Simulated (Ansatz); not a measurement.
Input:

Relaxed LaTl$_{3}$ (Cu3Au type):

```
LaTl3
1.0
    9.47588     0.00000     0.00000
    0.00000     4.73794     0.00000
    0.00000     0.00000     4.73794
La Tl
2 6
Cartesian
  0.00000   0.00000   0.00000
  4.73794   0.00000   0.00000
  0.00000   2.36897   2.36897
  4.73794   2.36897   2.36897
  2.36897   0.00000   2.36897
  7.10691   0.00000   2.36897
  2.36897   2.36897   0.00000
  7.10691   2.36897   0.00000
```

The atoms are displaced by Q × the pattern below (from a DFPT mode at X = (0.5, 0.0, 0.0), largest move 1; Q in Å), at fixed cell. It is one choice among 2 degenerate patterns. (q is in reciprocal vectors of the primitive cell; the cell shown is doubled to hold the pattern.)

| atom | x | y | z |
|---|---|---|---|
| La1 | 0.000 | 0.000 | 0.565 |
| La2 | 0.000 | 0.000 | -0.565 |
| Tl3 | 0.000 | 0.000 | 1.000 |
| Tl4 | 0.000 | 0.000 | -1.000 |

Atoms not listed stay in place.

Computed with LDA (plane waves to 420 eV, PAW, scalar-relativistic; Ansatz, a program for electronic structure). k mesh 5×10×10 (Γ-centred), Fermi-Dirac smearing 0.05 eV. Energies are smeared free energies. With partly filled bands, energies and forces of such displacements shift with the k mesh and the smearing. LaTl3 is run without spin polarisation. LaTl3 was relaxed with its symmetry unable to fall. Spin-orbit coupling is left out, though Tl is heavy. The zero of ΔE is the undisplaced structure.

The scan covers Q from -0.180 to 0.180 Å in 13 points.

Question: Which space group does the distorted structure have?

Answer: Pmma (No. 51), lowered from Pm-3m.

Question: Is this a single well or a double well?

Answer: A single well with its minimum at or next to zero displacement.

Question: What is the energy change at Q = 0.180 Å?

Answer: 81 meV/cell.

Question: What harmonic wavenumber does the curvature at Q = 0 give?

Answer: 52 cm⁻¹.

(For displaced atoms, the force is minus the slope of the energy, and its curvature is a force constant, which sets phonon frequencies.)
